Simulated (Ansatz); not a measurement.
Relaxed candidate structures of TiTe$_{2}$:

A. R-3m, hexagonal axes (No. 166), hR3; a = b = 3.5779 Å, c = 19.6648 Å, α = β = 90.00°, γ = 120.00°; Te 6c (0.000, 0.000, 0.256); Ti 3b (0.000, 0.000, 0.500)

B. P-3m1 (No. 164), hP6; a = b = 3.5898 Å, c = 13.5980 Å, α = β = 90.00°, γ = 120.00°; Te 2c (0.000, 0.000, 0.130); Ti 2d (0.667, 0.333, 0.259); Te 2d (0.333, 0.667, 0.389)

C. P-3m1 (No. 164), hP3, CdI2 type; a = b = 3.6177 Å, c = 6.2247 Å, α = β = 90.00°, γ = 120.00°; Ti 1a (0.000, 0.000, 0.000); Te 2d (0.333, 0.667, 0.278)

D. P6₃/mmc (No. 194), hP6; a = b = 3.6037 Å, c = 14.0786 Å, α = β = 90.00°, γ = 120.00°; Te 4f (0.333, 0.667, 0.124); Ti 2a (0.000, 0.000, 0.000)

### Question
Rank these by energy per atom (lowest first), as PBEsol-D3(BJ) (plane waves to 420 eV, PAW, scalar-relativistic; Ansatz, an electronic-structure program) gives it.

### Answer
C (reference, the lowest of the structures calculated here), A (+0.04 eV/atom), B (+0.07 eV/atom), D (+0.10 eV/atom)

Each run could gain symmetry but not lose that of its start, so entries can be saddle points. From databases, or of a type measured for this composition: P-3m1, hP3, CdI2 type; the others are generated cells (placed on structure types, drawn at random, substituted or restacked) that were not matched to a known phase here. Static energies at zero pressure. No spin polarisation in the result.
